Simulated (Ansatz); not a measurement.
Method: Ansatz 0.2.0, DFT, BLYP, plane waves (420 eV) with PAW, scalar-relativistic. The PAW files were generated under PBE, with cores re-solved for the functional.

An element in the dhcp structure gives this curve. The cell is scaled uniformly from the relaxed one, with fractional coordinates and shape fixed. Energies are extrapolated to zero smearing, pressures are those at the given smearing. Magnetic state: spin not included.

| V (Å³/atom) | E − E₀ (meV/atom) | P (GPa) |
| --- | --- | --- |
| 15.038 | 242.2 | 42.62 |
| 15.722 | 98.9 | 25.34 |
| 16.405 | 22.4 | 11.31 |
| 17.089 | 0.0 | -0.08 |
| 17.772 | 21.4 | -9.30 |
| 18.456 | 78.3 | -16.76 |
| 19.140 | 163.9 | -22.76 |

(1) Which element is it?
A. titanium
B. tungsten
C. rhenium
D. palladium

Results:

(1) B. Its fit is V₀ = 17.07 Å³/atom, B₀ = 257 GPa, B₀′ = 4.2.
